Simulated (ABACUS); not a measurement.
Worked example: self-consistent single point of Se (R-3, 6 atoms in the cell; from Materials Project mp-147, changed as shown) in ABACUS.

Level of theory: PBEsol, PseudoDojo 0.4 standard norm-conserving PBEsol (tails mended) pseudopotentials (plane waves; ABACUS).

The change in words: volume scaled by 0.99. Reference geometry (R-3):
```
Se
1.0
    5.65533     3.26510     1.61317
   -5.65533     3.26510     1.61317
    0.00000    -6.53021     1.61317
Se
6
Direct
  0.84914   0.72591   0.09273
  0.15086   0.27409   0.90727
  0.09273   0.84914   0.72591
  0.90727   0.15086   0.27409
  0.72591   0.09273   0.84914
  0.27409   0.90727   0.15086
```

Reference input (self-consistent single point, DFT, PBEsol, plane waves, PseudoDojo 0.4 standard norm-conserving PBEsol (tails mended) pseudopotentials): KPT = Gamma 3 3 3 0 0 0; basis_type = pw; dft_functional = PBESOL; ecutwfc = 86 Ry; smearing_method = gaussian; smearing_sigma = 0.00367493 Ry; potentials = PseudoDojo 0.4 standard norm-conserving PBEsol (tails mended); symmetry = 1; symmetry_prec = 1e-05; ks_solver = dav_subspace; scf_nmax = 100; scf_thr = 1.0e-09 Ry. This run's input differs from it in these lines:

```diff
@@ -27,5 +27,5 @@
 LATTICE_VECTORS
-   5.6553250000    3.2651030000    1.6131730000
-  -5.6553250000    3.2651030000    1.6131730000
-   0.0000000000   -6.5302070000    1.6131730000
+   5.6364080000    3.2541810000    1.6077770000
+  -5.6364080000    3.2541810000    1.6077770000
+   0.0000000000   -6.5083630000    1.6077770000
 
@@ -37,8 +37,8 @@
 6
-   0.6969056997    4.5371543850    2.6904176659 1 1 1
-  -0.6969056998   -4.5371553850    2.1491013341 1 1 1
-  -4.2777443832   -1.6650400008    2.6904176659 1 1 1
-   4.2777443833    1.6650390008    2.1491013341 1 1 1
-   3.5808386835   -2.8721160521    2.6904176659 1 1 1
-  -3.5808386835    2.8721150521    2.1491013341 1 1 1
+   0.6945745578    4.5219772831    2.6814183251 1 1 1
+  -0.6945745578   -4.5219782831    2.1419126749 1 1 1
+  -4.2634353753   -1.6594703269    2.6814183251 1 1 1
+   4.2634353753    1.6594693269    2.1419126749 1 1 1
+   3.5688608174   -2.8625086240    2.6814183251 1 1 1
+  -3.5688608174    2.8625076240    2.1419126749 1 1 1
 # file: KPT
```

Output (repeated stretches shortened):

```
 SELF-CONSISTENT
 -------------------------------------------

                                 init_chg = atomic

 PW ALGORITHM --------------- ION=   1  ELEC=   1--------------------------------

 Notice: Threshold on eigenvalues was too large.

 Density error is 0.0701322584271
                          Error Threshold = 7.31429745927e-05
 E_KohnSham     -1453.2838237267     -19772.9408139113
 E_Fermi        0.5065548864         6.8920328047

 PW ALGORITHM --------------- ION=   1  ELEC=   2--------------------------------

 Density error is 0.0207217215003
                          Error Threshold = 7.30544358616e-05
   [... lines left out ...]

 Density error is 1.47190090963e-09
                          Error Threshold = 7.98564392641e-12
 E_KohnSham     -1453.2806524990     -19772.8976671439
 E_Fermi        0.5059757593         6.8841533762

 PW ALGORITHM --------------- ION=   1  ELEC=  10--------------------------------

 Density error is 1.31045508449e-10
                          Error Threshold = 1.5332301142e-12
 E_KohnSham     -1453.2806524994     -19772.8976671496
 E_KS(sigma->0) -1453.2806524994     -19772.8976671496
 E_entropy(-TS) -0.0000000000        -0.0000000000
 E_Fermi        0.5059749025         6.8841417195
 charge density convergence is achieved
 final etot is -19772.897667 eV
 EFERMI = 6.8841417195 eV

 STATE ENERGY(eV) AND OCCUPATIONS    NSPIN == 1
   [... 55 lines left out ...]

 TOTAL-FORCE (eV/Angstrom)
                       Se1         0.1116142931        -0.2684391460        -0.1476918589
                       Se2        -0.1116142931         0.2684391460         0.1476918589
                       Se3         0.1766680243         0.2308804220        -0.1476918589
                       Se4        -0.1766680243        -0.2308804220         0.1476918589
                       Se5        -0.2882823174         0.0375588158        -0.1476918589
                       Se6         0.2882823174        -0.0375588158         0.1476918589

 TOTAL-STRESS (KBAR)
        -2.5849397360        -0.0000000000         0.0000000000
         0.0000000000        -2.5849402805        -0.0000005359
         0.0000000000        -0.0000005359        -3.5548018015
 TOTAL-PRESSURE: -2.908227 KBAR

 --------------------------------------------
 !FINAL_ETOT_IS -19772.8976671496056952 eV
 --------------------------------------------
```

The run converged in 10 iterations. Against the reference run the free energy stays essentially unchanged (within 1 meV/atom), the pressure goes from -0.77 to -0.29 GPa and the largest force goes from 0.221 to 0.326 eV/Å.

The structure comes from a collection of computed structures, made at another level of theory; the collection holds predicted forms beside known ones.

Cost on one core: roughly 3 core-minutes.

“Tails mended”: in these copies of the files the far tail of each local potential was reset to the Coulomb form.
